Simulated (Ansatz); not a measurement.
Question: Name crystals whose computed values (PBEsol in the plane-wave PAW code Ansatz) fall in these windows: Θ_D (K) 520 to 650; B₀ by P(V) fit (GPa) 54 to 73.

Answer: 

```json
[
 {"crystal": "LiAl3, Cu3Au type", "Θ_D (K)": "578", "B₀ by P(V) fit (GPa)": "67.0"},
 {"crystal": "KMgF3, cubic perovskite", "Θ_D (K)": "545", "B₀ by P(V) fit (GPa)": "72.3"}
]
```
Others may fit too.

Standing as an ambient phase not checked: LiAl3, Cu3Au type. Perhaps ordered models of mixed-site phases: LiAl3, Cu3Au type. All cells were relaxed under the symmetry of their starts (and spin orders); stability against distortions was not tested throughout.

Potentials: the later of the program's two PAW sets.
